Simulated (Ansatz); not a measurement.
PtRhN$_{2}$:
```cif
data_N6Pt3Rh3
_chemical_formula_sum 'Rh3 Pt3 N6'
_space_group_name_H-M_alt 'R-3m :H'
_space_group_IT_number 166
_space_group_name_Hall '-R 3 2"'
_cell_length_a 2.94172
_cell_length_b 2.94172
_cell_length_c 18.64393
_cell_angle_alpha 90.000
_cell_angle_beta 90.000
_cell_angle_gamma 120.000
loop_
_atom_site_label
_atom_site_type_symbol
_atom_site_symmetry_multiplicity
_atom_site_Wyckoff_symbol
_atom_site_fract_x
_atom_site_fract_y
_atom_site_fract_z
_atom_site_occupancy
Rh1 Rh 3 b 0.00000 0.00000 0.50000 1
Pt1 Pt 3 a 0.00000 0.00000 0.00000 1
N1 N 6 c 0.00000 0.00000 0.10455 1
```
(The calculation used a cell of 4 atoms; values per cell refer to that cell.)

Relaxed with PBE (plane waves, PAW; program Ansatz). Indices refer to the conventional cell of R-3m, a = b = 2.942 Å, c = 18.644 Å, α = β = 90.00°, γ = 120.00°.

### Question
Simulate the powder diffraction pattern (Cu Kα1, λ = 1.54056 Å; lines above 1 %) up to 2θ = 90°.

### Answer
Simulated powder pattern, Cu Kα1, λ = 1.54056 Å (kinematic, ideal powder, no thermal factors, no anomalous dispersion; the 30 strongest lines at most, above 1 %, up to 2θ = 90°):

```tsv
2θ (°)	d (Å)	I/Imax (%)	hkl
14.24	6.215	17	(0003)
28.71	3.107	52	(0006)
35.54	2.524	14	(1 0 -1 1)
36.53	2.457	100	(0 1 -1 2)
40.31	2.235	62	(1 0 -1 4)
42.96	2.104	3.0	(0 1 -1 5)
43.66	2.072	2.8	(0009)
49.47	1.841	3.6	(1 0 -1 7)
53.23	1.720	35	(0 1 -1 8)
59.44	1.554	7.7	(0 0 0 12)
61.59	1.505	24	(1 0 -1 10)
63.16	1.471	22	(1 1 -2 0)
65.12	1.431	3.1	(1 1 -2 3)
66.17	1.411	2.2	(0 1 -1 11)
70.82	1.329	25	(1 1 -2 6)
74.62	1.271	1.7	(0 2 -2 1)
75.23	1.262	12	(2 0 -2 2)
77.64	1.229	9.6	(0 2 -2 4)
79.92	1.199	2.9	(1 1 -2 9)
81.49	1.180	8.5	(0 1 -1 14)
87.12	1.118	8.8	(2 0 -2 8)
```

The start of the workflow was typed in or built on a structure type; neither database checked (COD, Materials Project) lists it. Its standing as an ambient phase is unchecked. Symmetry was held in the PBE relaxation; its stability against distortions is not shown here. The workflow began spin-polarised and lost its moments. Its formation energy is positive at this level, so the cell may be metastable or incomplete. Scalar-relativistic: spin–orbit coupling is off unless named, which matters more the heavier the elements.

Potentials: the earlier of the program's two PAW sets.
